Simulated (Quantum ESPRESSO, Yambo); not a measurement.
G0W0 results for CoP2

```xyz
12
Lattice="5.5144 0.0000 0.0000 0.0000 5.5196 0.0000 -2.2997 0.0000 5.0870" Properties=species:S:1:pos:R:3 pbc="T T T"
P     -1.1241     4.8229     4.4136
P      4.3388     0.6967     0.6734
P      3.1890     2.0631     3.2168
P      0.0257     3.4565     1.8701
P      1.4534     2.0568     0.9247
P      1.7613     3.4628     4.1623
P      2.9112     4.8166     1.6188
P      0.3036     0.7030     3.4681
Co    -0.3129     2.7494     4.0076
Co     3.5277     2.7702     1.0794
Co     2.3778     5.5092     3.6229
Co     0.8369     0.0104     1.4641
```

The geometry is that of Materials Project entry mp-14285, symmetrised and not relaxed again.

Starting point: norm-conserving LDA (Quantum ESPRESSO, 96 Ry, scalar-relativistic). G0W0 in Yambo: 2×2×2 Γ-centred k mesh, bands 17 to 312 and a 8 Ry block in the screening, 312 bands in G with the Bruneval-Gonze terminator, plasmon pole fitted at 27.2 eV.

| Property | Result |
|---|---|
| LDA gap along the band path | 0.47 eV |
| LDA gap between the mesh's edge points ((-0.5, 0, 0) → (-0.5, 0, 0)) | 0.48 eV |
| G0W0 gap between the same points | 0.96 eV |
| smallest G0W0 gap among all computed states (the edges move to other k points) | 0.90 eV |

| k point | band | E LDA (eV) | E QP (eV) | shift (eV) | Z |
|---|---|---|---|---|---|
| Γ | VB | -0.81 | -0.34 | 0.47 | 0.71 |
| Γ | CB | 0.66 | 0.95 | 0.29 | 0.75 |
| (0, 0, -0.5) | VB | -0.49 | -0.29 | 0.20 | 0.74 |
| (0, 0, -0.5) | CB | 0.84 | 1.22 | 0.38 | 0.74 |
| (0, -0.5, -0.5) | VB | -0.32 | -0.18 | 0.13 | 0.75 |
| (0, -0.5, -0.5) | CB | 0.61 | 1.10 | 0.49 | 0.73 |
| (-0.5, 0, 0) | VB | 0.00 | 0.04 | 0.04 | 0.76 |
| (-0.5, 0, 0) | CB | 0.48 | 1.01 | 0.53 | 0.73 |
| (-0.5, 0, -0.5) | VB | -0.58 | -0.59 | -0.01 | 0.76 |
| (-0.5, 0, -0.5) | CB | 1.65 | 1.98 | 0.33 | 0.75 |
| (-0.5, -0.5, 0) | VB | -0.46 | -0.45 | 0.00 | 0.76 |
| (-0.5, -0.5, 0) | CB | 0.76 | 1.26 | 0.49 | 0.74 |
| (-0.5, -0.5, -0.5) | VB | -0.21 | -0.38 | -0.17 | 0.78 |
| (-0.5, -0.5, -0.5) | CB | 0.67 | 1.23 | 0.57 | 0.73 |

Energies count from the LDA valence-band maximum.

Nearest settings tried, and what they do to the gap: 208 bands in G: -15 meV; 208 bands in W, 208 bands in G: -40 meV; 7 Ry block (331 vectors against 403): -15 meV. Not varied: mesh. So the settings aren't converged at that level. The k mesh is coarse.

The structure is a Materials Project entry; no match was found in the copy of COD used, and its stability was not checked.

The runs are not spin-polarised; magnetic order was not tried.
